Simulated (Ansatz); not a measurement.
BeSe (zinc blende, space group No. 216) at seven volumes, PBE in the plane-wave PAW code Ansatz, scaled uniformly. One row is withheld.

| V (Å³/atom) | P (GPa) |
|---|---|
| 15.789 | 8.51 |
| 16.310 | ? |
| 16.830 | 2.43 |
| 17.351 | 0.00 |
| 17.871 | -2.09 |
| 18.392 | -3.90 |
| 18.912 | -5.47 |

Problem. Fit the shown pressures and predict the withheld one.

Solution. P = (3/2)B₀(x^(7/2) − x^(5/2))[1 + (3/4)(B′ − 4)(x − 1)] with x = (V₀/V)^(2/3). Least squares on the six rows gives V₀ = 17.351 Å³/atom, B₀ = 75.1 GPa, B′ = 3.89. At V = 16.310, x = 1.0421 and P = 5.24 GPa. The run itself gave 5.25 GPa.

Space group F-43m (zinc blende). Symmetry was held in the PBE relaxation; phonons on a q-mesh show no instability.

Potentials: the later of the program's two PAW sets.
